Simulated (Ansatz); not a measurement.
According to the program Ansatz at the r²SCAN level (PAW), Si₂Ni in the fluorite or antifluorite type structure (Fm-3m) relaxes to a = 5.387 Å. Ni has 8 nearest neighbours from 2.33 Å (cubic). Against the elements it lies at -0.35 eV/atom, with no fitted shifts.

Electronic character: metallic (no gap).

Symmetry was held in the r²SCAN relaxation. The run is not spin-polarised. The references are the lowest solids computed at this level, not always the standard phases.

Potentials: the earlier of the program's two PAW sets.
